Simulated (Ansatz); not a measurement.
Relaxed-ion elastic tensor of LaNbN$_{3}$ (cubic perovskite, Pm-3m) in GPa (Voigt order), PBEsol (plane waves, PAW; program Ansatz); density 6.78 g/cm³, 13.41 Å³ per atom.

```
 415   106   106   0.0   0.0   0.0
 106   415   106   0.0   0.0   0.0
 106   106   415   0.0   0.0   0.0
 0.0   0.0   0.0  72.4   0.0   0.0
 0.0   0.0   0.0   0.0  72.4   0.0
 0.0   0.0   0.0   0.0   0.0  72.4
```

Problem. Is the crystal mechanically stable?

Solution. Yes: the smallest eigenvalue of C is 72.4 GPa.

Problem. Work out the Voigt, Reuss and Hill averages.

Solution. K_V = 209, K_R = 209, K_H = 209; G_V = 105, G_R = 91.9, G_H = 98.6 GPa.

Problem. Give Young's modulus, Poisson's ratio, Pugh's ratio and the universal anisotropy index.

Solution. E = 9KG/(3K + G) = 255 GPa; ν = 0.30; K/G = 2.12 (ductile by the Pugh limit of 1.75); A_U = 5G_V/G_R + K_V/K_R − 6 = 0.72.

Problem. Estimate the sound speeds and the Debye temperature.

Solution. v_l = √((K + 4G/3)/ρ) = 7090 m/s, v_t = √(G/ρ) = 3810 m/s, mean 4260 m/s; Θ = (h/k)(3n/4πV)^(1/3) v_m = 533 K.

Problem. Give the Zener ratio and Young's modulus along [100], [110] and [111].

Solution. A = 2C44/(C11 − C12) = 0.47; 1/E = S11 − 2(S11 − S12 − S44/2)Γ with Γ = 0, 1/4, 1/3 gives 371, 221, 195 GPa.

The start of the workflow was typed in or built on a structure type; neither database checked (COD, Materials Project) lists it. Whether it is the stable phase at ambient conditions was not checked. The cell was relaxed with PBEsol under the symmetry of its start. At this level the phase is dynamically unstable (imaginary phonons). The workflow began spin-polarised and lost its moments. As this level gives no gap, shear constants depend on the k-mesh and smearing (Fermi–Dirac, 0.1 eV here). Scalar-relativistic: spin–orbit coupling is off unless named, which matters more the heavier the elements.

Potentials: the later of the program's two PAW sets.
